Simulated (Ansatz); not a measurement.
Zincblende alloy of GaAs and GaSb (4 of 32 As sites exchanged), 64 atoms

Ansatz, PAW, plane waves. PBEsol relaxation of volume and atoms (shape held) at the single k point (¼, ¼, ¼) without its symmetry partners; single points on the relaxed atoms at the single k point (¼, ¼, ¼) without its symmetry partners, onto which points of the small cell's zone fold. Arrangement: unlike neighbours preferred. No spin–orbit coupling unless named.

Relaxed structure:

```
CELL_PARAMETERS angstrom
11.43424 0.00000 0.00000
0.00000 11.43424 0.00000
0.00000 0.00000 11.43424
ATOMIC_POSITIONS crystal
Ga 0.99386 0.00658 0.00605
Ga 0.99426 0.00589 0.50399
Ga 0.99428 0.50437 0.00550
Ga 0.99956 0.49931 0.49877
Ga 0.49629 0.00587 0.00540
Ga 0.50133 0.00021 0.49855
Ga 0.50140 0.49921 0.99982
Ga 0.50203 0.49838 0.49790
Ga 0.25552 0.24658 0.00549
Ga 0.24985 0.25157 0.49873
Ga 0.25614 0.74411 0.00605
Ga 0.25560 0.74462 0.50401
Ga 0.74863 0.25168 0.99982
Ga 0.74795 0.25213 0.49797
Ga 0.75405 0.74469 0.00570
Ga 0.74871 0.75017 0.49875
Ga 0.25549 0.00581 0.24629
Ga 0.25625 0.00646 0.74394
Ga 0.25005 0.49896 0.25144
Ga 0.25581 0.50402 0.74432
Ga 0.74881 0.00009 0.25131
Ga 0.75395 0.00595 0.74446
Ga 0.74817 0.49812 0.25197
Ga 0.74898 0.49899 0.74963
Ga 0.00010 0.25160 0.25122
Ga 0.99460 0.24641 0.74440
Ga 0.99473 0.74478 0.24590
Ga 0.99433 0.74440 0.74418
Ga 0.50161 0.25198 0.25146
Ga 0.50124 0.25159 0.74979
Ga 0.50114 0.75020 0.25090
Ga 0.49616 0.74483 0.74432
As 0.12524 0.12741 0.12711
As 0.12507 0.12732 0.62274
As 0.12512 0.62286 0.12710
As 0.12501 0.62292 0.62290
As 0.62535 0.12740 0.12715
As 0.62486 0.12750 0.62262
As 0.62509 0.62290 0.12729
As 0.62490 0.62303 0.62271
As 0.37724 0.37562 0.12707
As 0.37734 0.37514 0.62254
As 0.37706 0.87555 0.12697
As 0.37720 0.87530 0.62261
As 0.87279 0.37515 0.12713
As 0.87277 0.37505 0.62262
As 0.87289 0.87532 0.12706
As 0.87278 0.87511 0.62288
As 0.37719 0.12758 0.37513
As 0.37717 0.12758 0.87513
As 0.37724 0.62308 0.37480
As 0.37720 0.62310 0.87488
As 0.87275 0.12759 0.37488
As 0.87270 0.12765 0.87490
As 0.87274 0.62324 0.37467
As 0.87281 0.62321 0.87478
As 0.12472 0.37543 0.37510
As 0.62472 0.37494 0.37472
As 0.62499 0.37536 0.87468
As 0.62488 0.87498 0.37484
Sb 0.12495 0.37545 0.87495
Sb 0.12490 0.87526 0.37522
Sb 0.12523 0.87554 0.87516
Sb 0.62518 0.87517 0.87501
```

**Question.** What are the mean bond lengths by pair (pairs within 1.2 times the sum of covalent radii, less contacts 15 % beyond the pair's median; cation–cation pairs of compounds aside; long ionic contacts are cut short by that bound)?

**Answer.** As–Ga 2.461 ± 0.009 Å (standard deviation, 112 bonds); Ga–Sb 2.580 ± 0.009 Å (standard deviation, 16 bonds).

**Question.** What gap lies between the top filled and the lowest empty level in the single points?

**Answer.** r²SCAN 1.53 eV (11 s on NVIDIA H100). Away from Γ this isn't the crystal's band gap.
